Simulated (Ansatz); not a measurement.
LiNbO₃:
```
LiNbO3
1.0
    2.56711     1.48212     4.60888
   -2.56711     1.48212     4.60888
    0.00000    -2.96425     4.60888
Li Nb O
2 2 6
Direct
  0.70674   0.70674   0.70674
  0.20674   0.20674   0.20674
  0.98909   0.98909   0.98909
  0.48909   0.48909   0.48909
  0.87834   0.26896   0.62749
  0.62749   0.87834   0.26896
  0.26896   0.62749   0.87834
  0.76896   0.37834   0.12749
  0.37834   0.12749   0.76896
  0.12749   0.76896   0.37834
```

Relaxed with PBEsol. Special points in fractions of this cell's reciprocal vectors: Γ (0.000, 0.000, 0.000); T (0.500, 0.500, 0.500); H2 (0.764, 0.236, 0.500); H0 (0.500, -0.236, 0.236); L (0.500, 0.000, 0.000); S0 (0.368, -0.368, 0.000); S2 (0.632, 0.000, 0.368); F (0.500, 0.000, 0.500).

### Question
List the band energies nearest the valence-band maximum at these points for plane-wave PAW PBEsol (Ansatz code).

### Answer
In eV from the valence-band maximum; about four levels below and three above (degenerate sets whole), none deeper than 8.9 eV; points with the same levels are listed once.

```
k                     below                          above
--  -----------------------  -----------------------------
Γ   -0.67 -0.50 -0.01 -0.01                 3.53 3.53 3.98
T   -0.32 -0.32 -0.32 -0.32  4.63 4.63 4.85 4.85 4.85 4.85
H2  -0.58 -0.58 -0.27 -0.27            3.88 3.88 4.73 4.73
L   -0.30 -0.30 -0.22 -0.22            3.89 3.89 4.71 4.71
S0  -0.71 -0.49 -0.40 -0.11                 3.52 4.06 4.67
F   -0.70 -0.66 -0.46 -0.21            3.61 4.11 4.61 4.61
```

Space group R3c. The cell was relaxed with PBEsol under the symmetry of its start. The run is not spin-polarised. Spin–orbit coupling is left out wherever it is not named.

Potentials: the earlier of the program's two PAW sets. The files were generated under PBE; for other functionals the program regenerates the frozen cores, and for LDA and PBEsol the local potential too.
